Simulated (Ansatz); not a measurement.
Al2ZnS4:
```xyz
14
Lattice="0.0000 4.9871 4.9871 4.9871 0.0000 4.9871 4.9871 4.9871 0.0000" Properties=species:S:1:pos:R:3 pbc="T T T"
Al     3.7403     3.7403     6.2338
Al     3.7403     6.2338     3.7403
Al     6.2338     6.2338     6.2338
Al     6.2338     3.7403     3.7403
Zn     2.4935     2.4935     2.4935
Zn     0.0000     0.0000     0.0000
S      3.8308     6.1434     6.1434
S      6.3243     6.3243     8.6369
S      6.1434     3.8308     6.1434
S      8.6369     8.6369     8.6369
S      3.8308     3.8308     3.8308
S      6.3243     8.6369     6.3243
S      6.1434     6.1434     3.8308
S      8.6369     6.3243     6.3243
```

This is the PBEsol-relaxed structure.

**Question.** All from PBEsol in the plane-wave PAW code Ansatz, unless another level is named. Give the formation energy from the elements (no fitted shifts).

**Answer.** -1.07 eV/atom.

**Question.** Predict the HSE06 gap on the PBEsol cell.

**Answer.** 3.43 eV.

**Question.** Predict the conduction-band minimum.

**Answer.** at Γ.

**Question.** Next, the weight of the conduction-edge state by species (Voronoi cells)?

**Answer.** S 52 %, Al 31 %, Zn 17 %.

Space group Fd-3m (spinel). The first step of the workflow began from a Materials Project structure, measured or hypothetical; the Crystallography Open Database files this formula in space group No. 227, but the cells were not matched. Its standing as an ambient phase is unchecked. The cell was relaxed with PBEsol under the symmetry of its start; whether a distortion lowers the energy is not shown. The references are the lowest solids computed at this level, not always the standard phases.

Potentials: the later of the program's two PAW sets.
